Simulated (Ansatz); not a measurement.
ScPd₃C (anti-perovskite, Pm-3m), a = b = c = 4.179 Å, α = β = γ = 90.00°.

This is the r²SCAN-relaxed structure.

Task: All from DFT-r²SCAN in the program Ansatz with PAW potentials, unless another level is named. Give the electronic character.

Result: metallic (no gap).

Task: Predict the density of states at the Fermi level.

Result: 0.72 states/eV per atom (mean over ±0.08 eV).

Task: What about the formation energy from the elements (no fitted shifts)?

Result: -0.20 eV/atom.

Task: Predict the gap with spin–orbit coupling.

Result: none (metallic).

The start of the workflow was typed in or built on a structure type; neither database checked (COD, Materials Project) lists it. Its standing as an ambient phase is unchecked. The cell was relaxed with r²SCAN under the symmetry of its start; whether a distortion lowers the energy is not shown. No spin polarisation was allowed. The references are the lowest solids computed at this level, not always the standard phases. Scalar-relativistic: spin–orbit coupling is off unless named, which matters more the heavier the elements.

Potentials: the later of the program's two PAW sets.
